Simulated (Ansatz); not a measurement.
## Structure relaxation, ReSe2

The start is a generated cell, ReSe2 built in the AFLOW prototype AB2_cF48_227_c_e (as in Ti2C). A full variable-cell relaxation at zero pressure is run with r2SCAN (plane waves to 500 eV, PAW, scalar-relativistic; Ansatz, a program for electronic structure).

Ansatz input (later rounds restart from its end on a renewed k-mesh):
Ansatz 0.2 input:
```yaml
crystal:
  lattice:
    - [0, 5.0311652, 5.0311652]
    - [5.0311652, 0, 5.0311652]
    - [5.0311652, 5.0311652, 0]
  atoms:
    - { symbol: Re, position: [0.625, 0.625, 0.625] }
    - { symbol: Re, position: [0.125, 0.625, 0.625] }
    - { symbol: Re, position: [0.625, 0.125, 0.625] }
    - { symbol: Re, position: [0.625, 0.625, 0.125] }
    - { symbol: Se, position: [0.87, 0.87, 0.87] }
    - { symbol: Se, position: [0.39, 0.87, 0.87] }
    - { symbol: Se, position: [0.87, 0.39, 0.87] }
    - { symbol: Se, position: [0.87, 0.87, 0.39] }
    - { symbol: Se, position: [0.38, 0.38, 0.38] }
    - { symbol: Se, position: [0.86, 0.38, 0.38] }
    - { symbol: Se, position: [0.38, 0.86, 0.38] }
    - { symbol: Se, position: [0.38, 0.38, 0.86] }
basis: { ecutwfc: 500, ecutrho_ratio: 4, xc_grid: 4, fft_grid_basis: typed }
kpoints: { mp_grid: { grid: [5, 5, 5] } }
hamiltonian:
  xc: r2scan
  dispersion: none
  pseudopotentials: { kind: paw }
scf: { occupations: { method: fermi_dirac, width: 0.05 } }
relax: { f_tol: 0.01, max_steps: 100, cell: { stress_tol: 0.02 } }
output: { forces: true, stress: true }
```

Task: By how much does the energy per atom fall from start to end?

Result: 0.07 eV/atom.

Task: How does the volume change?

Result: -4.0 %, from 21.23 to 20.37 Å³/atom.

Task: How do the shortest distances between atoms change?

Result: The closest pairs of elements (up to four, under 3.6 Å), start → end: Re–Se 2.47 → 2.53 Å; Se–Se 3.42 → 3.39 Å; Re–Re 3.56 → 3.51 Å.

Task: Is the relaxed structure metallic? Give its gap.

Result: Zero (metallic).

Task: Give the final cell and atomic positions.

Result: 
Space group Fd-3m, origin choice 1 (No. 227); a = 9.9261 Å, b = 9.9261 Å, c = 9.9261 Å, α = 90.00°, β = 90.00°, γ = 90.00°

| atom | site | symmetry | x | y | z |
|---|---|---|---|---|---|
| Re | 16d | .-3m | 0.6250 | 0.6250 | 0.6250 |
| Se | 32e | .3m | 0.3706 | 0.3706 | 0.3706 |
(The calculation used a cell of 12 atoms; values per cell refer to that cell.)

The space group stays Fd-3m (No. 227) (the run could not lower it); the end is AFLOW prototype AB2_cF48_227_c_e (as in Ti2C), with 12 atoms in the primitive cell. Final values are on a 7×7×7 k-mesh of the relaxed cell. No spin polarisation in the result. A magnetic state may lie lower.

The run could not lose the symmetry of its start, so the end can be a saddle point.

The relaxed structure here is a generated cell of ReSe2: the first start was made by placing the elements on the sites of a structure type, and the end was not matched to a known phase here, so it may be hypothetical.
